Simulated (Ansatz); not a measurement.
The start is a relaxed Zr cell deformed by the Cartesian strain tensor (xx, yy, zz, yz, xz, xy) = (0.019, -0.112, -0.137, 0.028, 0.028, 0.016). The cell and all atomic positions are relaxed at zero pressure with r2SCAN (plane waves to 500 eV, PAW, scalar-relativistic; Ansatz, a first-principles code). The first steps use a coarse 12×13×7 k-mesh.

Input geometry:
```
Zr
1.0
    3.30769     0.05356     0.08927
   -1.60746     2.46951     0.03408
    0.14164     0.14422     4.44506
Zr
2
Cartesian
  0.13716   1.77236   3.38627
  1.70472   0.89493   1.18214
```

```yaml
initial_pressure: "+33.7 GPa (positive: the cell is compressed)"
largest_initial_force: 0.47 eV/Å, on Zr1, Zr2 (atoms numbered as listed)
volume_change: +28.3 %, from 18.31 to 23.50 Å³/atom
relative_to_the_parent: The parent structure is recovered, P6₃/mmc (No. 194)
Shortest distances (start → end): "The closest pairs of elements (up to four, under 3.6 Å), start → end: Zr–Zr 2.69 → 3.19 Å"
band_gap_at_the_end: no gap (metallic)
optimiser_moves: 12
```

It ends as:

```cif
data_Zr2
_chemical_formula_sum 'Zr2'
_space_group_name_H-M_alt 'P63/mmc'
_space_group_IT_number 194
_space_group_name_Hall '-P 6c 2c'
_cell_length_a 3.24601
_cell_length_b 3.24601
_cell_length_c 5.15071
_cell_angle_alpha 90.000
_cell_angle_beta 90.000
_cell_angle_gamma 120.000
loop_
_atom_site_label
_atom_site_type_symbol
_atom_site_symmetry_multiplicity
_atom_site_Wyckoff_symbol
_atom_site_fract_x
_atom_site_fract_y
_atom_site_fract_z
_atom_site_occupancy
Zr1 Zr 2 c 0.33333 0.66667 0.25000 1
```

Final values are on a 16×16×9 k-mesh of the relaxed cell. No spin polarisation in the result.

The run could not lose the symmetry of its start.
